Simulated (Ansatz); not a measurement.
The relaxed structure here is a generated cell of PbSe: the first start was made by a random draw of sites in a space group, and the end was not matched to a known phase here, so it may be hypothetical. Known forms of PbSe include space group No. 225.

The end point of a relaxation of PbSe. Space group Cmmm (No. 65). All values below come from PBE (plane waves to 420 eV, PAW, scalar-relativistic; Ansatz, a program for electronic structure).

```cif
data_Pb4Se4
_chemical_formula_sum 'Pb4 Se4'
_space_group_name_H-M_alt 'Cmmm'
_space_group_IT_number 65
_space_group_name_Hall '-C 2 2'
_cell_length_a 7.79448
_cell_length_b 10.86981
_cell_length_c 4.02961
_cell_angle_alpha 90.000
_cell_angle_beta 90.000
_cell_angle_gamma 90.000
loop_
_atom_site_label
_atom_site_type_symbol
_atom_site_symmetry_multiplicity
_atom_site_Wyckoff_symbol
_atom_site_fract_x
_atom_site_fract_y
_atom_site_fract_z
_atom_site_occupancy
Pb1 Pb 4 j 0.50000 0.33085 0.50000 1
Se1 Se 4 e 0.25000 0.25000 0.00000 1
```
(The calculation used a cell of 4 atoms; values per cell refer to that cell.)

```yaml
volume_per_atom: 42.68 Å³
band_gap: no gap on the sampled points, where the bands overlap only slightly; such a result is sensitive to mesh and level
shortest_distances: Pb–Se 2.94 Å
k-mesh: 8×8×12
```

Band energies at high-symmetry points (eV from the Fermi level; labels of this space group; no spin-orbit coupling), from −5 eV up to 4.1 eV:

```csv
point,energies
Γ,-2.71 -2.12 -2.08 -0.78 -0.74 -0.28 0.41 1.94 2.79 3.75
Y,-2.97 -2.44 -2.01 -0.75 -0.64 -0.28 1.20 2.12 2.24 2.32
C0,-2.81 -2.08 -1.88 -1.03 -0.95 -0.79 1.41 2.39 2.44 2.78
Σ0,-2.81 -2.08 -1.88 -1.03 -0.95 -0.79 1.41 2.39 2.44 2.78
Z,-4.29 -3.93 -1.72 -1.19 -1.17 -0.36 0.35 1.36 2.16 2.69
A0,-4.15 -3.70 -1.73 -1.38 -1.09 -0.60 0.05 2.41 2.71 3.74
E0,-4.15 -3.70 -1.73 -1.38 -1.09 -0.60 0.05 2.41 2.71 3.74
T,-4.47 -4.03 -1.47 -0.99 -0.37 -0.29 -0.11 1.34 2.15
```

No spin polarisation in the result. Without spin-orbit coupling the bands of the heavy element are not split, so the gap can be far off.

The run could not lose the symmetry of its start, so the end can be a saddle point.
